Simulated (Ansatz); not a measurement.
# Co3Ge2 (P-6m2): electronic heat capacity from the density of states

These are results of Ansatz, DFT r2SCAN, scalar-relativistic, plane waves, PAW, not measurements.

Plane waves to 500 eV, a k mesh through Γ of 12×12×8 on the computed 5-atom cell and Gaussian smearing (0.10 eV); collinear spin from starting moments 1.47 1.47 0.65 0 0 μB.

Relaxed cell: P-6m2, a = 3.904 Å, b = 3.904 Å, c = 4.838 Å, α = 90.00°, β = 90.00°, γ = 120.00°, 5 atoms in the primitive cell. Whether it is the stable form of this composition wasn't checked.

The density of states at the Fermi level is 3.644 states/eV in the cell of 5 atoms (1 formula unit; both spins, tetrahedra on a 18×18×12 mesh). The run ends with a moment of 2.95 μB a cell (largest on a site 1.34 μB), and the figure is for this state; a paramagnetic sample can have a quite different one. Another magnetic order, if the compound takes it, can change N(E_F) and the shape of the cell a good deal.

**Question.** What Sommerfeld coefficient does this give?

**Answer.** Per formula unit N(E_F) = 3.644 states/eV. γ = (π²/3) k_B² N(E_F) N_A = 2.357 mJ/(mol K²) per state/eV, so γ = 8.6 mJ/(mol K²), a mole of formula units. This is the bare band result: a measured γ of the same phase and magnetic order is as a rule larger by a factor 1 + λ from phonons and spin fluctuations. N(E_F) at one energy is sensitive to the mesh where the density of states has sharp peaks.

The state reached may not be the lowest one.

Only this magnetic start was tried.

Cost: 1 run of about 12 core-minutes, on Intel Xeon Processor @ 2.50GHz (Skylake/Cascade Lake) (shared hosts).